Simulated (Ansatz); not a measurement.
The relaxed structure here is a generated cell of CsHgI3: the first start was made by placing the elements on the sites of a structure type, and the end was not matched to a known phase here, so it may be hypothetical.

A structure of CsHgI3 relaxed with r2SCAN (plane waves to 500 eV, PAW, scalar-relativistic; Ansatz, an electronic-structure program); single points at other levels follow on the same geometry (Ansatz, PAW; HSE06 at 420 eV on a 3×2×3 k-mesh; no spin-orbit coupling). Space group Pnma (No. 62).

```cif
data_Cs4Hg4I12
_chemical_formula_sum 'Cs4 Hg4 I12'
_space_group_name_H-M_alt 'Pnma'
_space_group_IT_number 62
_space_group_name_Hall '-P 2ac 2n'
_cell_length_a 7.93096
_cell_length_b 13.11030
_cell_length_c 8.94657
_cell_angle_alpha 90.000
_cell_angle_beta 90.000
_cell_angle_gamma 90.000
loop_
_atom_site_label
_atom_site_type_symbol
_atom_site_symmetry_multiplicity
_atom_site_Wyckoff_symbol
_atom_site_fract_x
_atom_site_fract_y
_atom_site_fract_z
_atom_site_occupancy
Cs1 Cs 4 c 0.00211 0.75000 0.47453 1
Hg1 Hg 4 a 0.00000 0.00000 0.00000 1
I1 I 4 c 0.00472 0.75000 0.02618 1
I2 I 8 d 0.28007 0.01020 0.17120 1
```

```tsv
level	gap (eV)	kind	conduction minimum
r2SCAN	1.22	direct	Γ
HSE06	1.64	–	Γ
```

For this cell size the semilocal gaps come from the SCF mesh and high-symmetry points. No spin polarisation in the result.

The run could not lose the symmetry of its start, so the end can be a saddle point.
